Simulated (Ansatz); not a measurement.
Property card for Sn₃PbO₄

Computed with DFT PBE, scalar-relativistic, plane waves, PAW (Ansatz 0.2.0).

Cutoff 420 eV; k points 8×8×8 on the computed 8-atom cell (Γ-centred); Gaussian smearing, width 0.02 eV; no spin polarisation.

The structure is relaxed at this level of theory with its symmetry kept, and needn't be the ground state of this composition.

```cif
data_structure
_symmetry_space_group_name_H-M 'I4mm'
_symmetry_Int_Tables_number 107
_cell_length_a 5.5254
_cell_length_b 5.5254
_cell_length_c 10.3787
_cell_angle_alpha 90.000
_cell_angle_beta 90.000
_cell_angle_gamma 90.000
_cell_volume 316.86
loop_
_atom_site_label
_atom_site_type_symbol
_atom_site_symmetry_multiplicity
_atom_site_Wyckoff_symbol
_atom_site_fract_x
_atom_site_fract_y
_atom_site_fract_z
_atom_site_occupancy
Sn1 Sn 2 a 0.00000 0.00000 0.14201 1
Sn2 Sn 4 b 0.50000 0.00000 0.35968 1
Pb1 Pb 2 a 0.50000 0.50000 0.12648 1
O1 O 8 c 0.75441 0.24559 0.25304 1
```

(1) Formation energy from the elements' standard states (uncorrected)?

(2) Kohn–Sham band gap?

(3) Orbital (Löwdin) character of the top 1 eV of the valence band?

(4) Orbital (Löwdin) character of the lowest 1 eV of the conduction band?

(5) Bader charge by site (e)?

Spin-orbit coupling is left out, which matters for the bands of heavy elements. The cell holds layers, chains or molecules and no dispersion correction was added, so their binding is poorly described.

## Answers

(1) -1.230 eV/atom.

(2) 0.74 eV.

(3) O 2p 43 %, Sn 5s 31 %, Sn 5p 20 %.

(4) Sn 5p 45 %, Pb 6p 25 %, O 2s 9 %, O 2p 8 %, unprojected 6 %.

(5) Sn (1 in the cell) 1.25, Sn (2 in the cell) 1.27, Pb (1 in the cell) 1.19, O (4 in the cell) -1.24.

The cell was found from a structure generator's guess, not taken from experiment. Kohn–Sham gaps at this level usually fall short of measured ones. Löwdin shares on free-atom orbitals overweight diffuse shells in the empty bands.
